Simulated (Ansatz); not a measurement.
Phonons of BAs (zinc blende) at Γ, L = (0.5, 0.0, 0.0), X = (0.5, 0.5, 0.0).

BAs (zinc blende)

```xyz
2
Lattice="0.0000 2.3913 2.3913 2.3913 0.0000 2.3913 2.3913 2.3913 0.0000" Properties=species:S:1:pos:R:3 pbc="T T T"
As     3.5869     3.5869     3.5869
B      0.0000     0.0000     0.0000
```

The numbers are results of r2SCAN (plane waves to 500 eV, PAW, scalar-relativistic; Ansatz, a program for electronic structure), not measurements. DFPT wavenumbers on a 12×12×12 k mesh, in cm⁻¹; i marks imaginary ones, q is in fractions of the reciprocal vectors of the cell shown, and the three acoustic modes at Γ are left out. The non-analytic (LO-TO) term is not included, so polar modes at Γ have their transverse values. BAs was relaxed with its symmetry unable to fall. The PAW data are Ansatz's earlier set.

```json
[
 {"q": "Γ", "wavenumbers (cm⁻¹)": "697 (×3)"},
 {"q": "L = (0.5, 0.0, 0.0)", "wavenumbers (cm⁻¹)": "145 (×2), 313, 669 (×2), 707"},
 {"q": "X = (0.5, 0.5, 0.0)", "wavenumbers (cm⁻¹)": "200 (×2), 323, 627 (×2), 738"}
]
```

The structure shows no imaginary mode at these points (lowest 145 cm⁻¹ at L = (0.5, 0.0, 0.0)); other wave vectors were not tested.

Highest mode: 738 cm⁻¹ at X = (0.5, 0.5, 0.0).
